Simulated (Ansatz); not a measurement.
BN (wurtzite) is sheared across one (0001) plane, glide cut: the third cell vector gains the shift, so faults repeat every 12.6 Å. The cut lies between planes 0.53 Å apart; the cell height is held.

```yaml
crystal:
  lattice:
    - [2.54397, 0.00000, 0.00000]
    - [1.27198, 2.20314, 0.00000]
    - [0.00001, 0.00000, 12.62322]
  atoms:
    - { symbol: B, position: [0.66667, 0.66667, 0.14577] }
    - { symbol: B, position: [0.66667, 0.66667, 0.47910] }
    - { symbol: B, position: [0.66667, 0.66667, 0.81243] }
    - { symbol: B, position: [0.33333, 0.33333, 0.97910] }
    - { symbol: B, position: [0.33333, 0.33333, 0.31243] }
    - { symbol: B, position: [0.33333, 0.33333, 0.64577] }
    - { symbol: N, position: [0.66667, 0.66667, 0.02090] }
    - { symbol: N, position: [0.66667, 0.66667, 0.35423] }
    - { symbol: N, position: [0.66667, 0.66667, 0.68757] }
    - { symbol: N, position: [0.33333, 0.33333, 0.85423] }
    - { symbol: N, position: [0.33333, 0.33333, 0.18757] }
    - { symbol: N, position: [0.33333, 0.33333, 0.52090] }
```

In-plane vectors a = (2.544, 0.000) Å, b = (1.272, 2.203) Å, area 5.60 Å². The shift is s times the vector a + b (length 4.406 Å), so s = 1 restores the start. Atoms relax along the normal only. γ = [E(shift) − E(0)] / area.

Level of theory: r2SCAN (plane waves to 500 eV, PAW, scalar-relativistic; Ansatz, an electronic-structure program). k mesh 12×12×3 (Γ-centred), Fermi-Dirac smearing 0.05 eV. E is the zero-smearing estimate. Some relaxations began with atoms very close together and may have settled on another branch. Faults lie only 12.6 Å apart, and holding the cell height raises γ above its relaxed value. BN was relaxed with its symmetry unable to fall. The zero of γ is zero shift.

| s | γ (mJ/m²) |
|---|---|
| 0.000 | 0 |
| 0.083 | withheld |
| 0.167 | 3413 |
| 0.250 | 2000 |
| 0.333 | -228 |
| 0.417 | 4515 |
| 0.500 | 12126 |
| 0.583 | 14647 |
| 0.667 | 15064 |
| 0.750 | 14647 |
| 0.833 | 12129 |
| 0.917 | 4611 |

**Question.** Fit a Fourier form (three harmonics of 1 − cos and sin) to the given rows and predict γ at s = 0.083.

**Answer.** Least squares on the 11 given rows: γ = (3814.5)·[1 − cos(2πs)] + (-6684.5)·sin(2πs) + (1141.8)·[1 − cos(4πs)] + (1949.1)·sin(4πs) + (2093.7)·[1 − cos(6πs)] + (-115.0)·sin(6πs), in mJ/m²; root-mean-square residual 242.9 mJ/m². At 0.083 the fit gives 1406 mJ/m²; the calculation gives 2134 mJ/m², so the interpolation is off by -728 (-34.1 %). 

(The slope of γ gives the shear force per area between the displaced halves; near zero shift its curvature is an elastic stiffness.)
